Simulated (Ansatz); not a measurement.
# Mg2Sc3TiS8, one structure, two calculations

Cell: a Materials Project structure (computed, not necessarily an observed phase), taken as it stands.

```cif
data_Mg2Sc3TiS8
_symmetry_space_group_name_H-M 'R-3m:H'
_symmetry_Int_Tables_number 166
_cell_length_a 7.5394
_cell_length_b 7.5394
_cell_length_c 18.1989
_cell_angle_alpha 90.000
_cell_angle_beta 90.000
_cell_angle_gamma 120.000
loop_
_atom_site_label
_atom_site_type_symbol
_atom_site_symmetry_multiplicity
_atom_site_Wyckoff_symbol
_atom_site_fract_x
_atom_site_fract_y
_atom_site_fract_z
Mg Mg 6 c 0.0000 0.0000 0.1247
Sc Sc 9 e 0.6667 0.8333 0.3333
Ti Ti 3 b 0.0000 0.0000 0.5000
S7 S 18 h 0.3080 0.1540 0.4172
S9 S 6 c 0.0000 0.0000 0.7418
```

One atom of each set is listed; the run and its k-mesh use a cell of 14 atoms with edges of 7.47, 7.47, 7.47 Å.

First run. Method: Kohn–Sham DFT in Ansatz, PBE, plane waves and PAW, scalar-relativistic, collinear spin, 420 eV cutoff, Γ-centred 6×6×6 k-points, Fermi–Dirac smearing 0.05 eV. Start moments as typed (μB): 1 on each Ti, none on the rest.

```
site  V_zz (10²¹ V/m²)     η  m (μB)
  Mg              0.16  0.00    0.01
  Sc             -0.53  0.01    0.02
  Ti             -2.54  0.00    0.66
  S7              2.04  0.38   -0.01
  S9              1.61  0.00    0.00
```

Second run. The same atoms and settings, except that the functional is r2SCAN and the cutoff is 500 eV.

(1) Given the first result, estimate the second.

Answers

(1) 

| site | V_zz | η | change of V_zz | m (μB) |
| --- | --- | --- | --- | --- |
| Mg | 0.19 | 0.00 | +0.03 | 0.01 |
| Sc | -0.49 | 0.62 | +0.04 | 0.01 |
| Ti | -6.75 | 0.00 | -4.21 | 0.77 |
| S7 | 1.63 | 0.21 | -0.41 | -0.01 |
| S9 | 1.25 | 0.00 | -0.36 | 0.00 |

The largest change of V_zz is on Ti, from -2.54 to -6.75. In per cent, |V_zz| changes by +166 on Ti, -20 on S (all sites that start above 2). Where |V_zz| stays above 0.1, η moves most on Sc, from 0.01 to 0.62. The first run finds no gap above 0.1 eV, the second does.

All moments are parallel here, as the start or the cell imposes; many such compounds order antiparallel, where fields and spin densities carried over to other atoms largely cancel.
For the first run: The run finds no gap above 0.1 eV (a metal, or nearly one), so the gradients can move by 10 % or more with the k-mesh. Semilocal functionals can leave a metal where correlation in the d or f shell opens a gap in the real compound, and that would change the values at and beside Ti. The magnetic order is the one that the run reached from its start moments, not necessarily the measured one (the real compound may not order at all).
For the second run: The program didn't check the stability of this electronic state in full, so a lower one may lie near. With a gap of 0.18 eV under a smearing of 0.05 eV the band edges are partly filled, so small gradients can hang on the smearing and the k-mesh. The magnetic order is the one that the run reached from its start moments, not necessarily the measured one.
